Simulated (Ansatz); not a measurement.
Y2C in space group R-3m (No. 166; Y on 6c, C on 3a) under volume change, DFT-LDA in the program Ansatz with PAW potentials, shape and atoms relaxed at each volume.

| V (Å³/atom) | E − E(relaxed) (meV/atom) | P (GPa) |
|---|---|---|
| 19.700 | 40.2 | 7.13 |
| 20.349 | 17.0 | 4.40 |
| 20.999 | 4.0 | 2.04 |
| 21.648 | 0.0 | -0.01 |
| 22.297 | (withheld) | (withheld) |
| 22.947 | 13.8 | -3.20 |
| 23.596 | (withheld) | (withheld) |

Problem. Fill in the missing entries.

Solution. 
- 22.297, E − E(relaxed) (meV/atom): 3.6
- 22.297, P (GPa): -1.74
- 23.596, E − E(relaxed) (meV/atom): 29.2
- 23.596, P (GPa): -4.38

Problem. What does a third-order Birch–Murnaghan fit give for V₀, B₀ and B′?

Solution. V₀ = 21.65 Å³/atom, B₀ = 61.8 GPa, B′ = 4.3.

The workflow started from a Materials Project entry (that database holds measured and hypothetical structures alike); the Crystallography Open Database files this formula in space group No. 166, but the cells were not matched. Its standing as an ambient phase is unchecked. The LDA relaxation kept the symmetry of its start; whether a distortion lowers the energy is not shown. The run is not spin-polarised.

Potentials: the later of the program's two PAW sets.
